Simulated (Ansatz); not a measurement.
Ga₂Mo in space group Fddd (No. 70; Ga on 16f, Mo on 8b), PBEsol (plane waves, PAW; program Ansatz), all energies at zero smearing, with the estimated change up to a 700 eV cutoff added, with one set of potentials and settings (totals compare only within such a set). Cell of 6 atoms (4 Ga, 2 Mo): -24768.678 eV.

```tsv
element	reference phase	E (eV/atom)
Ga	Cmce, 4 atoms in the cell	-3743.2073
Mo	Im-3m, 1 atoms in the cell	-4897.5018
```

Formation energy per atom, worked out: (-24768.678 − 4×(-3743.2073) − 2×(-4897.5018))/6 = -0.141 eV/atom (-14 kJ per mol of atoms), at 0 K, without zero-point energy or fitted corrections.

The start of the workflow was typed in or built on a structure type; neither database checked (COD, Materials Project) lists it. Whether it is the stable phase at ambient conditions was not checked. Symmetry was held in the PBEsol relaxation; whether a distortion lowers the energy is not shown. No spin polarisation was allowed. The references are the lowest solids computed at this level, not always the standard phases.

Potentials: the earlier of the program's two PAW sets. The files were generated under PBE; for other functionals the program regenerates the frozen cores, and for LDA and PBEsol the local potential too.
